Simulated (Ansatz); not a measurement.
Structure relaxation, Cs

The start is a generated cell, Cs placed in the fcc structure type. Cell shape, volume and atoms are optimised at zero target pressure with r2SCAN (plane waves to 500 eV, PAW, scalar-relativistic; Ansatz, a first-principles code). First-step values are on the input's coarse k-mesh.

Ansatz input (later rounds restart from its end on a renewed k-mesh):
Ansatz 0.2 input:
```yaml
crystal:
  lattice:
    - [0, 3.811261, 3.811261]
    - [3.811261, 0, 3.811261]
    - [3.811261, 3.811261, 0]
  atoms:
    - { symbol: Cs, position: [0, 0, 0] }
basis: { ecutwfc: 500, ecutrho_ratio: 4, xc_grid: 4, fft_grid_basis: typed }
kpoints: { mp_grid: { grid: [8, 8, 8] } }
hamiltonian:
  xc: r2scan
  dispersion: none
  pseudopotentials: { kind: paw }
scf: { occupations: { method: fermi_dirac, width: 0.05 } }
relax: { f_tol: 0.01, max_steps: 100, cell: { stress_tol: 0.02 } }
output: { forces: true, stress: true }
```

Question: How much energy is released per atom?

Answer: 0.01 eV/atom.

Question: How does the volume per atom move from start to end?

Answer: +12.7 %, from 110.72 to 124.73 Å³/atom.

Question: Is the relaxed structure metallic? Give its gap.

Answer: No gap (metallic).

The space group stays Fm-3m (No. 225) (the run could not lower it); the end is fcc (Cu type), with 1 atom in the primitive cell. Final values are on a 10×10×10 k-mesh of the relaxed cell. No spin polarisation in the result.

The run could not lose the symmetry of its start.

The relaxed structure has the type that Cs is known to take under pressure; here it was relaxed at zero pressure, from a generated start.
